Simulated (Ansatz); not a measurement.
GaMo3N:
```yaml
crystal:
  lattice:
    - [4.08522, 0.00000, 0.00000]
    - [0.00000, 4.08522, 0.00000]
    - [0.00000, 0.00000, 4.08522]
  atoms:
    - { symbol: Ga, position: [0.00000, 0.00000, 0.00000] }
    - { symbol: Mo, position: [0.00000, 0.50000, 0.50000] }
    - { symbol: Mo, position: [0.50000, 0.00000, 0.50000] }
    - { symbol: Mo, position: [0.50000, 0.50000, 0.00000] }
    - { symbol: N, position: [0.50000, 0.50000, 0.50000] }
```

Relaxed with r²SCAN. Special points in fractions of this cell's reciprocal vectors: Γ (0.000, 0.000, 0.000); X (0.000, 0.500, 0.000); M (0.500, 0.500, 0.000); R (0.500, 0.500, 0.500).

**Question.** List the band energies nearest the Fermi level at these points for plane-wave PAW r²SCAN with spin–orbit coupling (Ansatz code).

**Answer.** In eV from the Fermi level; about four levels below and three above (degenerate sets whole), none deeper than 8.9 eV; points with the same levels are listed once.

```
k                                below                above
-  -----------------------------------  -------------------
Γ              -3.77 -3.77 -3.77 -3.77  0.33 0.33 0.33 0.33
X              -0.92 -0.92 -0.53 -0.53  0.15 0.15 0.24 0.24
M              -1.52 -1.52 -0.06 -0.06  0.31 0.31 0.80 0.80
R  -1.61 -1.61 -1.61 -1.61 -1.51 -1.51  1.21 1.21 1.21 1.21
```

Space group Pm-3m (anti-perovskite). The start of the workflow was typed in or built on a structure type; neither database checked (COD, Materials Project) lists it. Whether it is the stable phase at ambient conditions was not checked. The r²SCAN relaxation kept the symmetry of its start; its stability against distortions is not shown here. The workflow began spin-polarised and lost its moments.

Potentials: the later of the program's two PAW sets.
